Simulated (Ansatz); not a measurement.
Ge:
```
CELL_PARAMETERS angstrom
      0.00000     3.74856     3.74856
      3.74856     0.00000     3.74856
      3.74856     3.74856     0.00000
ATOMIC_POSITIONS crystal
  Ge 0.12500 0.12500 0.12500
  Ge 0.62500 0.12500 0.12500
  Ge 0.12500 0.12500 0.62500
  Ge 0.12500 0.62500 0.12500
```

Relaxed with r²SCAN. Special points in fractions of this cell's reciprocal vectors: Γ (0.000, 0.000, 0.000); X (0.500, 0.000, 0.500); U (0.625, 0.250, 0.625); K (0.375, 0.375, 0.750); L (0.500, 0.500, 0.500); W (0.500, 0.250, 0.750).

Problem. List the band energies nearest the Fermi level at these points for plane-wave PAW r²SCAN with spin–orbit coupling (Ansatz code).

Solution. In eV from the Fermi level; about four levels below and three above (degenerate sets whole), none deeper than 8.9 eV; points with the same levels are listed once.

```csv
k,below,above
Γ,-0.45 -0.45 -0.45 -0.45,2.91 2.91 6.04 6.04 6.04 6.04
X,-3.33 -3.33 -3.33 -3.33,1.74 1.74 1.74 1.74
U,-1.85 -1.85 -0.01 -0.01,0.07 0.07 0.74 0.74
L,-2.19 -2.19 -2.08 -2.08,1.89 1.89 2.07 2.07 2.07 2.07
W,-0.90 -0.90 -0.83 -0.83,2.34 2.34 2.35 2.35
```

Space group Fd-3m. The workflow started from an entry of the Crystallography Open Database (COD). Its sites differ from those of the usual phase in this space group: another stacking or structure type. The r²SCAN relaxation kept the symmetry of its start; of distortions, only those at the zone centre were tested, and some modes there are weakly imaginary. The volume moved by 134 % from the start of the relaxation.

Potentials: the later of the program's two PAW sets.
